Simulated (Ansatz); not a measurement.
An Ansatz (an electronic-structure program) run. Input:

Ansatz 0.2 input:
```yaml
crystal:
  lattice:
    - [3.994424224, 0.0, 0.0]
    - [0.0, 3.994424224, 0.0]
    - [0.0, 0.0, 3.994424224]
  atoms:
    - { symbol: Ba, position: [0.5, 0.5, 0.5] }
    - { symbol: Ti, position: [0.0, 0.0, 0.0] }
    - { symbol: O, position: [0.5, 0.0, 0.0] }
    - { symbol: O, position: [0.0, 0.5, 0.0] }
    - { symbol: O, position: [0.0, 0.0, 0.5] }
kpoints:
  mp_grid: { grid: [7, 7, 7] }
hamiltonian:
  xc: r2scan
  pseudopotentials: { azcp: { folder: ./paw }, kind: paw }
scf:
  occupations: { method: fixed }
elastic: { mode: relaxed_ion, stencil: two_point, amplitude: 0.005, f_tol: 0.0005 }
```

Output (shortened):

```
Pseudopotential: Ba, paw, valence charge 10
Pseudopotential: Ti, paw, valence charge 12
Pseudopotential: O, paw, valence charge 6
Functional definition: r2SCAN
Crystal: 5 atoms, lattice volume = 63.733 Å³
Basis set: ecut = 500 eV, 1647 PW (Γ), exchange–correlation on 120×120×120 points (64 copies of the dense FFT grid, shifted against one another)
Bands: 25, of which v1, the nominal top of the filled ones, is band 20 counted from 1 (19 counted from 0)
Symmetry: 48 space group operations
Space group: Pm-3m (ITA 221), of the structure as read, at distance tolerance 4.0e-5 Å
k-points: 20 of 343
SCF 1 converged in 12 iterations: F = -10183.930868 eV  dr2 = 4.00e-14
Crystal: 5 atoms, lattice volume = 63.733 Å³
SCF 2 converged in 2 iterations: F = -10183.930868 eV  dr2 = 7.50e-15
Crystal: 5 atoms, lattice volume = 63.414 Å³
Basis set: ecut = 500 eV, 1599 PW (Γ), exchange–correlation on 120×120×120 points (64 copies of the dense FFT grid, shifted against one another)
Symmetry: 16 space group operations
k-points: 40 of 343
SCF 3 converged in 11 iterations: F = -10183.929292 eV  dr2 = 5.72e-15
Crystal: 5 atoms, lattice volume = 64.051 Å³
SCF 4 converged in 9 iterations: F = -10183.929342 eV  dr2 = 9.85e-15
Crystal: 5 atoms, lattice volume = 63.732 Å³
Basis set: ecut = 500 eV, 1619 PW (Γ), exchange–correlation on 120×120×120 points (64 copies of the dense FFT grid, shifted against one another)
Symmetry: 8 space group operations
k-points: 64 of 343
SCF 5 converged in 10 iterations: F = -10183.930215 eV  dr2 = 4.96e-14
Crystal: 5 atoms, lattice volume = 63.732 Å³
SCF 6 converged in 8 iterations: F = -10183.930215 eV  dr2 = 1.00e-14
SCF converged after 2 iterations
Free energy (F): -10183.930868 eV
Harris-Foulkes:  -10183.930868 eV  (|F-HF|=7.28e-12)
Internal energy: -10183.930868 eV  (E = F + TS)
E sigma→0 (E₀):  -10183.930868 eV
Fermi energy:    9.980335 eV
--- Per-component energies (eV) ---
  E_band       = -171.739303
  E_kinetic    = 950.644963
  E_local      = -2162.858161  (includes V_loc(G=0)·N_el)
  E_nonlocal   = 302.669733
  E_hartree    = 832.012830
  E_xc         = -513.822251
  E_vxc        = -613.102580  (∫ρ·V_xc dr)
  E_paw        = -6765.725963  (= ΣΔE_a)
  E_vpaw       = -350.051074  (= ΣTr[D̂ρ^β])
  E_aug_tail   = 0.000738  (compensation charges beyond the density's cutoff)
  E_vtau       = 36.931418  (kinetic-family band-sum trace: ∫τ·v_τ [+ j·A + Jᵃ·Aᵃ] dr)
  E_ewald      = -2826.573898
  E_core_change = -0.278861  (= ΣΔE_core)
  E_smearing   =  0.000000  (= −TS)
  E_closure    = 0.000000  (closes the sum)
  Σ components = -10183.930868   (vs F -10183.930868, Δ=0.00e0)
--- Forces (eV/Å), atoms counted from 1 ---
  atom   1  Ba     0.00000000     0.00000000     0.00000000
  atom   2  Ti     0.00000000     0.00000000     0.00000000
  atom   3  O      0.00000000     0.00000000     0.00000000
  atom   4  O      0.00000000     0.00000000     0.00000000
  atom   5  O      0.00000000     0.00000000     0.00000000
  max |Σ_I F_I| component: 0.0 eV/Å
--- Stress (GPa, compression-positive) ---
       -0.001051       0.000000       0.000000
        0.000000      -0.001051       0.000000
        0.000000       0.000000      -0.001051
  P = ⅓ Tr σ = -0.0011 GPa (-0.011 kbar)
--- Band table (eV; the first three rows and the last of 20) ---
  k-point 0: bands = ["-48.7835", "-23.9291", "-23.9291", "-23.9291", "-15.2320", "-7.7842", "-7.1627", "-7.1627", "-0.0093", "-0.0093", "-0.0093", "7.7262", "7.7262", "7.7262", "8.8956", "8.8956", "8.8956", "9.9422", "9.9422", "9.9422", "12.2214", "12.2214", …
  k-point 1: bands = ["-48.7833", "-23.9399", "-23.9287", "-23.9287", "-15.2067", "-7.7978", "-7.1571", "-7.1385", "0.0236", "0.0236", "0.0684", "7.3842", "7.6721", "7.6721", "8.6955", "8.6955", "8.7388", "9.4541", "9.7985", "9.7985", "12.2437", "12.6035", …
  k-point 2: bands = ["-48.7830", "-23.9641", "-23.9278", "-23.9278", "-15.1488", "-7.8957", "-7.1443", "-7.0045", "0.0997", "0.0997", "0.2412", "6.6260", "7.4936", "7.4936", "8.3867", "8.3867", "8.4218", "8.6818", "9.5448", "9.5448", "12.2949", "13.3325", …
  k-point 19: bands = ["-48.7814", "-23.9775", "-23.9774", "-23.9774", "-14.9479", "-6.9963", "-6.9203", "-6.9203", "-0.6716", "-0.6716", "-0.5628", "5.6320", "6.1747", "6.1747", "7.4987", "7.6783", "7.6783", "9.9069", "9.9069", "9.9803", "14.5354", …
--- Elastic constants: 2 strain directions × 2 members + reference (group order 48) ---
  dense FFT box of the reference and of every strained cell: 30×30×30
  strains applied: 11, 23; error gains: componentwise 1.00 (the most a stress slope's error grows in a printed constant), spectral 1.73 (1 for all six strains …
  C = ∂σ_k/∂η_j (tension-positive GPa; Voigt order 11 22 33 23 13 12):
       315.081    113.699    113.699      0.000      0.000      0.000
       113.699    315.081    113.699      0.000      0.000      0.000
       113.699    113.699    315.081      0.000      0.000      0.000
         0.000      0.000      0.000    132.644      0.000      0.000
         0.000      0.000      0.000      0.000    132.644      0.000
         0.000      0.000      0.000      0.000      0.000    132.644
  reference stress σ⁰ (GPa):      0.001      0.001      0.001      0.000      0.000      0.000
  moduli (Voigt/Reuss/Hill, GPa): K = 180.83/180.83/180.83   G = 119.86/117.70/118.78   E = 292.34   ν = 0.231
  mechanically stable: yes (min eigenvalue of sym C = 132.64 GPa)
  strain η (Voigt 11):  stress-route row diagonal C_11 = 315.08 GPa, energy-path curvature d²(F+E_count+ΔE)/dδ²/Ω₀ = 314.96 GPa
         δ    σ_11 (GPa)             F (eV)   n_scf  n_hpsi   n_pw
    -5.000e-3      -1.6145      -10183.9292916      11   22603   1623   relax 0 steps, max|allowed force component| 0.0 eV/Å
     5.000e-3       1.5363      -10183.9293419       9   19313   1647   relax 0 steps, max|allowed force component| 0.0 eV/Å
  strain η (Voigt 23):  stress-route row diagonal C_44 = 132.64 GPa, energy-path curvature d²(F+E_count+ΔE)/dδ²/Ω₀ = 132.65 GPa
         δ    σ_23 (GPa)             F (eV)   n_scf  n_hpsi   n_pw
    -5.000e-3      -0.6632      -10183.9302150      10   34122   1630   relax 0 steps, max|allowed force component| 0.0 eV/Å
     5.000e-3       0.6632      -10183.9302150       8   28591   1630   relax 0 steps, max|allowed force component| 0.0 eV/Å
```

Cost: about 50 core-seconds (a rough figure) on shared cores.

This is a known high-temperature phase of the composition, computed here at zero pressure and temperature. The cell was relaxed with r²SCAN under the symmetry of its start. At this level the phase is dynamically unstable (imaginary phonons). No spin polarisation was allowed. Spin–orbit coupling is left out wherever it is not named.

Potentials: the earlier of the program's two PAW sets.

Ansatz is a plane-wave DFT program.
